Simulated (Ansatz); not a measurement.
**How Cd stores the work of compression**

Theory: DFT PBEsol, scalar-relativistic, plane waves, PAW in Ansatz. (420 eV cutoff, 18×18×8 k-mesh, Gaussian smearing of 0.10 eV, no spin polarisation)

Reference structure (relaxed):

```yaml
crystal:
  lattice:
    - [2.94421, 0.00000, 0.00000]
    - [-1.47211, 2.54976, 0.00000]
    - [0.00000, 0.00000, 5.61031]
  atoms:
    - { symbol: Cd, position: [0.33333, 0.66667, 0.25000] }
    - { symbol: Cd, position: [0.66667, 0.33333, 0.75000] }
```

Cell and atoms were relaxed at each target pressure within the start's symmetry (P6_3/mmc), at zero temperature; other phases can be more stable under pressure. H = E + PV with P the target; E is the free energy at the smearing used, whose derivative the pressure is, per atom and counted from zero pressure. The mesh named is that at zero pressure; some other pressures ran on another.

| P (GPa) | V (Å³/atom) | E − E0 (meV) | H − H0 (meV) |
| --- | --- | --- | --- |
| 0 | 21.058 | 0.0 | 0.0 |
| 2 | 20.256 | 4.6 | 257.5 |
| 5 | 19.484 | 21.1 | 629.2 |
| 10 | 18.514 | 65.7 | 1221.3 |
| 20 | 17.077 | 194.0 | 2325.7 |
| 40 | 15.486 | 483.9 | 4350.2 |

Question: Thermodynamics gives dH/dP = V along a relaxed path. Integrate V over P by the trapezoid rule and compare with the computed enthalpies.

Answer: With 1 eV/Å³ = 160.22 GPa, each step adds the mean volume times ΔP / 160.22:
```tsv
P (GPa)	∫V dP (meV)	H − H0 (meV)	difference (meV)
2	257.9	257.5	0.4
5	629.9	629.2	0.8
10	1222.8	1221.3	1.6
20	2333.5	2325.7	7.9
40	4366.0	4350.2	15.7
```

V(P) curves upward, so the trapezoid rule runs high; integrating a smooth curve through the same points (P as a polynomial of degree 4 in ln V) puts that excess at about 17.2 meV at 40 GPa, against the 15.7 meV found.

Question: At 40 GPa, how much of the enthalpy change is stored energy and how much is the PV term?

Answer: E rises by 484 meV/atom and PV is 40 × 15.486 / 160.22 = 3866 meV/atom, so PV makes 89 % of ΔH. So between rival structures at high pressure a small difference in volume can outweigh the difference in energy: 1 % of this volume is worth 38.7 meV/atom at this pressure.

Question: What bulk modulus do the lowest pressures give, and how is the compression shared among the axes?

Answer: From the pressures that the runs reached, -1.98 GPa (21.981 Å³) and 1.99 GPa (20.256 Å³), B = −ΔP/Δln V = 3.97 / 0.0817 = 49 GPa, a mean over that range. The linear compressibilities −Δln(length)/ΔP are 1.33 along a, 1.33 along b, 17.91 along c (in TPa⁻¹). With fixed angles they add up to 1/B: 20.58 against 20.57. Softest: c, at 87 % of the volume change per axis.

Cost: 7 runs of about 5.1 core-minutes in all, on Arm Neoverse V1 (shared hosts).